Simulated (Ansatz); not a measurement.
Input and command of a plane-wave DFT calculation in Ansatz:

```yaml
crystal:
  lattice:
    - [-2.9965506923, 2.9965506923, 2.4139243086]
    - [2.9965506923, -2.9965506923, 2.4139243086]
    - [2.9965506923, 2.9965506923, -2.4139243086]
  atoms:
    - { symbol: Al, position: [0.1814424807, 0.6371974353, 0.818639916] }
    - { symbol: Al, position: [0.6814424807, 0.8628025647, 0.5442450454] }
    - { symbol: Al, position: [0.8185575193, 0.3628025647, 0.181360084] }
    - { symbol: Al, position: [0.3185575193, 0.1371974353, 0.4557549546] }
    - { symbol: Cu, position: [0.75, 0.75, 0.0] }
    - { symbol: Cu, position: [0.25, 0.25, 0.0] }
basis:
  ecutwfc: 420
kpoints:
  mp_grid: { grid: [12, 12, 12] }
hamiltonian:
  xc: pbesol
scf:
  occupations: { method: gaussian, width: 0.15 }
output:
  forces: true
  stress: true
  eigenvalues: true
```

```bash
ansatz run input.yaml --threads 2 --pin off --max-ram 5120MiB --backend cpu --events-out ev --progress --plain --runs-dir out
```

Processor: Arm Neoverse V1, 2 threads, on a host shared with other jobs.

Estimate time, memory and problem size.

About 24 s on 2 threads of Arm Neoverse V1, on a shared host, peak memory 0.75 GiB. It solves 31 bands at 280 k points (the mesh reduced by symmetry) with about 1681 plane waves, in 7 SCF iterations.
